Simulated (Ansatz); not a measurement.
The calculation used DFT PBE, scalar-relativistic, plane waves, PAW in Ansatz. All cells share a 420 eV cutoff and Γ-centred k meshes spaced at most about 0.3 Å⁻¹ (about 0.25 or finer for metals, 2π included). No spin polarisation in the final relaxations.

Temperature and zero-point effects are left out. All come from trial cells, and lower structures may exist.

Question: These unrelaxed guesses for Mg5O are each relaxed within their symmetry. Order them by the energy at which they end, lowest first.
A.

```
Mg O
1.0
     4.58530    0.00000    0.00000
    -2.29265    3.97099    0.00000
     0.00000    0.00000    5.60163
Mg O
5 1
Cartesian
  2.7714 0.0000 2.8008
  -1.3857 2.4001 2.8008
  0.9070 1.5709 2.8008
  0.0000 0.0000 4.1857
  0.0000 0.0000 1.4159
  0.0000 0.0000 0.0000
```

B.

```
Mg O
1.0
     4.57273    0.00000    0.00000
    -2.28636    3.96010    0.00000
     0.00000    0.00000    4.90878
Mg O
5 1
Direct
  0.00000 0.33177 0.00000
  0.66823 0.66823 0.00000
  0.33177 0.00000 0.00000
  0.66667 0.33333 0.50000
  0.33333 0.66667 0.50000
  0.00000 0.00000 0.50000
```

C.

```
Mg O
1.0
     4.49038    0.00000    0.00000
    -2.24519    3.88878    0.00000
     0.00000    0.00000    6.31445
Mg O
5 1
Direct
  0.00000 0.00000 0.68869
  0.00000 0.00000 0.31131
  0.50000 0.00000 0.00000
  0.00000 0.50000 0.00000
  0.50000 0.50000 0.00000
  0.00000 0.00000 0.00000
```

D.

```
Mg O
1.0
     3.07013    0.00000    0.00000
    -1.53507    2.65881    0.00000
     0.00000    0.00000   15.36260
Mg O
5 1
Direct
  0.66667 0.33333 0.16976
  0.00000 0.00000 0.33337
  0.66667 0.33333 0.50000
  0.00000 0.00000 0.66663
  0.66667 0.33333 0.83024
  0.00000 0.00000 0.00000
```

Answer: D (ends in P-6m2, 0 meV/atom), B (ends in P-62m, 198 meV/atom), A (ends in P6/mmm, 0.54 eV/atom), C (ends in P6/mmm, 0.61 eV/atom).

A magnetic state wasn't ruled out in cells without spin, among them P-6m2. Cells relaxed within their symmetry can be saddle points. Some structure types and database cells were kept out of the candidates from the start, so a known form may be missing.
